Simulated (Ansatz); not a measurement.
Relaxation of a generated cell, Ga built in the trigonal-Te structure type; 3 atoms in the cell, which starts as P3₁21 (No. 152), hP3; a = b = 3.6326 Å, c = 4.8268 Å, α = β = 90.00°, γ = 120.00°. The numbers are results of r2SCAN (plane waves to 500 eV, PAW, scalar-relativistic; Ansatz, a quantum-chemistry and plane-wave program), not measurements. Γ-centred k-mesh 10×10×7 on the run's cell (coarser than for final values), Fermi–Dirac smearing 0.05 eV. This is the first round of the run. 

The optimiser's lines from the output (shortened; P is positive under compression):

```
relax step   1: F+E_penalty+E_count = -11369.74431284 eV  Δ(F+E_penalty+E_count) = +0.000e0 eV  max|allowed force component| = 2.045e0 eV/Å  Δτ_max = 0.0000 Å  P = +8.495 GPa  Ω = 55.159 Å³  (8 SCF iters, dr2 threshold 1.00e-7 eV, accepted)
relax step   2: F+E_penalty+E_count = -11370.17314285 eV  Δ(F+E_penalty+E_count) = -4.288e-1 eV  max|allowed force component| = 1.075e0 eV/Å  Δτ_max = 0.0791 Å  P = +4.868 GPa  Ω = 54.923 Å³  (8 SCF iters, dr2 threshold 3.00e-7 eV, accepted)
relax step   3: F+E_penalty+E_count = -11370.37868148 eV  Δ(F+E_penalty+E_count) = -2.055e-1 eV  max|allowed force component| = 4.192e-1 eV/Å  Δτ_max = 0.0776 Å  P = +1.813 GPa  Ω = 55.792 Å³  (8 SCF iters, dr2 threshold 3.00e-7 eV, accepted)
relax step   4: F+E_penalty+E_count = -11370.47960983 eV  Δ(F+E_penalty+E_count) = -1.009e-1 eV  max|allowed force component| = 2.712e-2 eV/Å  Δτ_max = 0.0842 Å  P = -0.558 GPa  Ω = 56.932 Å³  (7 SCF iters, dr2 threshold 3.00e-7 eV, accepted)
relax step   5: F+E_penalty+E_count = -11370.53661155 eV  Δ(F+E_penalty+E_count) = -5.700e-2 eV  max|allowed force component| = 4.754e-2 eV/Å  Δτ_max = 0.0389 Å  P = -0.483 GPa  Ω = 56.099 Å³  (7 SCF iters, dr2 threshold 3.00e-7 eV, accepted)
relax step   6: F+E_penalty+E_count = -11370.53959346 eV  Δ(F+E_penalty+E_count) = -2.982e-3 eV  max|allowed force component| = 4.351e-2 eV/Å  Δτ_max = 0.0032 Å  P = -0.036 GPa  Ω = 55.569 Å³  (6 SCF iters, dr2 threshold 3.00e-7 eV, accepted)
relax step   7: F+E_penalty+E_count = -11370.54125130 eV  Δ(F+E_penalty+E_count) = -1.658e-3 eV  max|allowed force component| = 2.216e-4 eV/Å  Δτ_max = 0.0234 Å  P = +0.000 GPa  Ω = 55.467 Å³  (7 SCF iters, dr2 threshold 1.18e-7 eV, accepted)
relax step   8: F+E_penalty+E_count = -11370.54126615 eV  Δ(F+E_penalty+E_count) = -1.485e-5 eV  max|allowed force component| = 2.190e-5 eV/Å  Δτ_max = 0.0001 Å  P = -0.010 GPa  Ω = 55.456 Å³  (5 SCF iters, dr2 threshold 5.61e-9 eV, accepted)
relax step   9: F+E_penalty+E_count = -11370.54382887 eV  Δ(F+E_penalty+E_count) = -2.563e-3 eV  max|allowed force component| = 2.899e-5 eV/Å  Δτ_max = 0.0000 Å  P = -0.018 GPa  Ω = 55.456 Å³  stress off target by 3.17e-2 GPa  SCF on the basis re-selected at this cell (its energy is not comparable with the rows above)  (9 SCF iters)
relax step  10: F+E_penalty+E_count = -11370.54384383 eV  Δ(F+E_penalty+E_count) = -1.496e-5 eV  max|allowed force component| = 6.344e-5 eV/Å  Δτ_max = 0.0000 Å  P = -0.003 GPa  Ω = 55.430 Å³  (6 SCF iters, dr2 threshold 2.51e-9 eV, accepted)
relax step  11: F+E_penalty+E_count = -11370.54383254 eV  Δ(F+E_penalty+E_count) = +1.129e-5 eV  max|allowed force component| = 6.330e-5 eV/Å  Δτ_max = 0.0000 Å  P = -0.004 GPa  Ω = 55.430 Å³  stress off target by 4.67e-3 GPa  SCF on the basis re-selected at this cell (its energy is not comparable with the rows above)  (5 SCF iters)
```

From the first to the last row the energy changes by -0.27 eV/atom and the volume by +0.5 %. The last row is marked as not comparable with the walk above it, whose basis was carried along; it does compare with step 1, since both stand on a basis selected at the nominal cutoff for their own cell.

Later rounds, restarted from the end of this one on a renewed k-mesh, logged 7 more steps and released under 0.01 eV/atom more. The final structure after all rounds: R-3m, hexagonal axes (No. 166), hR1; a = b = 3.386 Å, c = 5.587 Å, α = β = 90.00°, γ = 120.00°. Between re-selections the logged energies stand on a plane-wave basis carried along with the cell. No spin polarisation in the result.

The run could not lose the symmetry of its start: the end is stationary, and may be a saddle point rather than a minimum.

The relaxed structure here is a generated cell of Ga: the first start was made by placing the elements on the sites of a structure type, and the end was not matched to a known phase here, so it may be hypothetical. Known forms of Ga include space group No. 64.
